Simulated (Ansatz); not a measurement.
AlCo:
```cif
data_AlCo
_chemical_formula_sum 'Al1 Co1'
_space_group_name_H-M_alt 'Pm-3m'
_space_group_IT_number 221
_space_group_name_Hall '-P 4 2 3'
_cell_length_a 2.85198
_cell_length_b 2.85198
_cell_length_c 2.85198
_cell_angle_alpha 90.000
_cell_angle_beta 90.000
_cell_angle_gamma 90.000
loop_
_atom_site_label
_atom_site_type_symbol
_atom_site_symmetry_multiplicity
_atom_site_Wyckoff_symbol
_atom_site_fract_x
_atom_site_fract_y
_atom_site_fract_z
_atom_site_occupancy
Al1 Al 1 a 0.00000 0.00000 0.00000 1
Co1 Co 1 b 0.50000 0.50000 0.50000 1
```

Relaxed with PBE.

**Question.** Tabulate the valence density and the electron localisation function along the shortest Al–Al contact (2.85 Å), the program Ansatz at the PBE level (PAW).

**Answer.** 

```tsv
distance from Al (Å)	density (e/Å³)	ELF
0.29	0.07	0.04
0.43	0.08	0.01
0.57	0.12	0.05
0.71	0.18	0.19
0.86	0.22	0.37
1.00	0.23	0.47
1.14	0.24	0.50
1.28	0.23	0.50
1.43	0.23	0.50
1.57	0.23	0.50
1.71	0.24	0.50
1.85	0.23	0.47
2.00	0.22	0.37
2.14	0.18	0.19
2.28	0.12	0.05
2.42	0.08	0.01
2.57	0.07	0.04
```

The density is the valence pseudo-density with augmentation charge, so density and ELF within about 1 Å of a nucleus are not all-electron values.

The PBE relaxation kept the symmetry of its start; phonons on a q-mesh show no instability. No spin polarisation was allowed.

Potentials: the later of the program's two PAW sets.
